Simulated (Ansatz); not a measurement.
Relaxed Tl (hcp, Mg type):

```
Tl
1.0
    7.21657     0.00000     0.00000
   -1.80414     3.12487     0.00000
    0.00000     0.00000     5.57421
Tl
4
Direct
  0.16667   0.66667   0.75000
  0.66667   0.66667   0.75000
  0.33333   0.33333   0.25000
  0.83333   0.33333   0.25000
```

The atoms are displaced by Q × the pattern below (from a DFPT mode at M = (0.5, 0.0, 0.0), largest move 1; Q in Å), at fixed cell. (q is in reciprocal vectors of the primitive cell; the cell shown is doubled to hold the pattern.)

```json
[
 {"atom": "Tl1", "x": "-0.500", "y": "0.866", "z": "0.000"},
 {"atom": "Tl2", "x": "0.500", "y": "-0.866", "z": "0.000"},
 {"atom": "Tl3", "x": "-0.500", "y": "0.866", "z": "0.000"},
 {"atom": "Tl4", "x": "0.500", "y": "-0.866", "z": "0.000"}
]
```

Computed with PBE (plane waves to 420 eV, PAW, scalar-relativistic; Ansatz, a program for electronic structure). k mesh 15×15×9 (Γ-centred), Fermi-Dirac smearing 0.05 eV. E stands for the smeared free energy. With partly filled bands, energies and forces of such displacements shift with the k mesh and the smearing. Spin-orbit coupling is left out, though Tl is heavy. The relaxed volume of Tl is well above the measured one; the method has no dispersion term. Tl was relaxed with its symmetry unable to fall. ΔE is measured from the undisplaced structure. The last digit holds for this mesh only.

```csv
Q (Å),ΔE (meV/cell)
-0.2800,43.06
-0.2333,29.11
-0.1867,17.94
-0.1400,9.66
-0.0933,withheld
-0.0467,1.01
0.0000,0.00
0.0467,1.01
0.0933,withheld
0.1400,9.66
0.1867,17.94
0.2333,29.11
0.2800,43.06
```

Fit an even polynomial form (powers 2, 4, 6) to the given rows and predict ΔE at Q = -0.0933.

Least squares on the 11 given rows: ΔE = (458.7)·Q² + (1956)·Q⁴ + (-10220)·Q⁶, in meV/cell with Q in Å; root-mean-square residual 0.004 meV/cell. At -0.0933 the fit gives 4.13 meV/cell; the calculation gives 4.13 meV/cell, the same to the digits shown. The quadratic term alone would give 3.99 meV/cell.

(For displaced atoms, the force is minus the slope of the energy, and its curvature is a force constant, which sets phonon frequencies.)
